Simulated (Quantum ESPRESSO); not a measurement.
## Calculated data, AlIn2GaP4 (made-up cell)

Calculation on a made-up crystal cell, not a measurement: periodic Kohn-Sham density functional theory in plane waves with PseudoDojo standard norm-conserving scalar-relativistic pseudopotentials, each functional with its own files (v0.5 for PBE, v0.4.1 for LDA and PBEsol), no spin polarisation, no spin-orbit coupling, atoms not relaxed, stress positive in tension, energies less a fixed whole-eV offset for each atom's element; levels are Kohn-Sham levels at fractions of this cell's reciprocal vectors, counted from the reference band (half the neutral cell's valence electrons, rounded up) at Gamma; error bars cover cutoff and k-mesh only, not smearing or the files; added strain carries the atoms with the cell, and shear is the tensor component; each bar is the largest change over components, and at least 0.002 eV, 0.002 eV per angstrom or 0.02 GPa; energies are for the whole cell, and the offsets were chosen from early runs and are not element reference energies. Program: Quantum ESPRESSO 7.5.

```xyz
8
Lattice="5.7219 0.0000 0.0000 0.0000 5.7219 0.0000 0.0000 0.0000 5.7219" Properties=species:S:1:pos:R:3 formula=AlIn2GaP4 lattice_type=zincblende/diamond functional=pbe cutoff=1088 fermi_dirac_smearing=0.025 scf_tolerance=1e-07 electrons_removed=0 k_mesh=4_x_4_x_4,shifted_by_half_a_step free_energy_less_offsets=-0.6448 smearing_term_minus_ts=0 scf_iterations=10 pressure=1.341 stress_xx=-0.9948 stress_yy=-1.444 stress_zz=-1.584 stress_yz=-1.82 stress_xz=-0.5573 stress_xy=0.1153 error_bar_energy=0.006979 error_bar_stress=0.02 error_bar_force=0.002 error_bars_from=tighter_rerun_of_a_related_cell
In     0.0242     0.0071    -0.0013
Al     0.0084     2.8621     2.8933
Ga     2.8591     0.0250     2.8402
In     2.8571     2.8502    -0.0241
P      1.2517     1.3936     1.4621
P      1.4389     4.3239     4.2770
P      4.2816     1.4248     4.2766
P      4.2530     4.2964     1.4355
```

Units: cutoff, fermi_dirac_smearing, scf_tolerance, free_energy_less_offsets, smearing_term_minus_ts, error_bar_energy in eV; pressure, stress_xx, stress_yy, stress_zz, stress_yz, stress_xz, stress_xy, error_bar_stress in GPa; error_bar_force in eV/Å.

Atoms:
```csv
atoms element,atom site,atom energy offset (eV)
In,1,-1808
Al,2,-64
Ga,3,-2080
In,4,-1808
P,5,-189
P,6,-189
P,7,-189
P,8,-189
```

Forces:
```csv
site,x (eV/Å),y (eV/Å),z (eV/Å)
1,-0.9709,-0.7441,-0.5076
2,-0.4708,0.3247,-0.04461
3,-0.2049,-0.02356,-0.09231
4,-0.5601,-0.2833,0.5563
5,1.802,1.14,1.541
6,0.01104,-0.3253,-1.449
7,0.09945,0.0245,-1.363
8,0.2941,-0.1133,1.359
```
